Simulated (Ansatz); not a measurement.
# ZnCu, first-principles data

ZnCu:
Space group Fd-3m, origin choice 1 (No. 227); a = 5.8207 Å, b = 5.8207 Å, c = 5.8207 Å, α = 90.00°, β = 90.00°, γ = 90.00°

| atom | site | symmetry | x | y | z |
|---|---|---|---|---|---|
| Cu | 8b | -43m | 0.5000 | 0.5000 | 0.5000 |
| Zn | 8a | -43m | 0.0000 | 0.0000 | 0.0000 |
(The calculation used a cell of 4 atoms; values per cell refer to that cell.)

Space group Fd-3m (No. 227); conventional cell a = b = c = 5.821 Å, α = β = γ = 90.00°.

Method: DFT-PBEsol in the program Ansatz with PAW potentials. Structure relaxed to zero pressure with the same functional. Other levels are named where they apply.

### Cell and energy

```yaml
volume_per_atom: 12.33 Å³
density: 8.68 g/cm³
Formation energy from the elements (no fitted shifts): -0.064 eV/atom
```

### Electronic structure

```yaml
electronic_character: metallic (no gap)
Density of states at the Fermi level: 0.25 states/eV per atom (mean over ±0.08 eV)
```

### Mechanics

```yaml
Bulk modulus (Birch–Murnaghan fit): 135 GPa
Pressure derivative B′: 5.0
Elastic constants (relaxed ions, GPa): C11 = 136, C12 = 136, C44 = 99.1
mechanical_stability: marginal (the smallest eigenvalue of C is near zero)
```

### Phonons

```yaml
highest_zone_centre_frequency: 214 cm⁻¹
zone_centre_stability: no imaginary mode at Γ
```

The start of the workflow was typed in or built on a structure type; neither database checked (COD, Materials Project) lists it. It is not the phase usual at ambient conditions (space group No. 221). Symmetry was held in the PBEsol relaxation. The run is not spin-polarised. As this level gives no gap, shear constants depend on the k-mesh and smearing (Fermi–Dirac, 0.1 eV here). As this level gives no gap, phonon frequencies hold no LO–TO term and depend on the k-mesh and smearing (Fermi–Dirac, 0.1 eV here). The references are the lowest solids computed at this level, not always the standard phases.

Potentials: the earlier of the program's two PAW sets. The files were generated under PBE; for other functionals the program regenerates the frozen cores, and for LDA and PBEsol the local potential too.
